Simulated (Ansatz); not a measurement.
**From the elastic tensor of HfSn2S6 to moduli and sound speeds**

Computed with DFT PBE, scalar-relativistic, plane waves, PAW in Ansatz 0.2.0. Settings: 420 eV plane-wave cutoff, Γ-centred 6×6×4 mesh, fixed occupations. No spin polarisation.

Space group P-31m (No. 162), trigonal, a = 6.412 Å, c = 7.031 Å. Hf has 6 S at 2.59 Å; around Sn lie 6 S at 2.59 Å; S is surrounded by 1 Hf at 2.59 Å and 2 Sn at 2.59 Å.

It was reached by relaxing an invented guess, and it needn't be the stable form of this composition. Spin–orbit coupling is left out, which matters for heavy elements. No dispersion correction is applied, so modes and constants that involve weak contacts between layers, chains or molecules come out too soft.

Relaxed-ion constants (GPa, on the Cartesian axes of the calculation):
```
90.1 25.4  0.6  0.0  0.0  0.0
25.4 90.1  0.6  0.0  0.0  0.0
 0.6  0.6  1.9  0.0  0.0  0.0
 0.0  0.0  0.0  0.2  0.0  0.0
 0.0  0.0  0.0  0.0  0.2  0.0
 0.0  0.0  0.0  0.0  0.0 32.3
```

Density 4.035 g/cm³; 9 atoms in 250.33 Å³.

```
Bulk modulus, Voigt / Reuss / Hill          : 26.2 / 1.8 / 14.0 GPa
Shear modulus, Voigt / Reuss / Hill         : 16.9 / 0.5 / 8.7 GPa
Young's modulus                             : 22 GPa
Poisson ratio                               : 0.242
Pugh ratio B/G                              : 1.61 (under 1.75, the rule of thumb for brittle)
Universal anisotropy index                  : 169.02
Longitudinal and transverse sound speeds    : 2521 and 1470 m/s
Debye temperature from the mean sound speed : 160 K
```
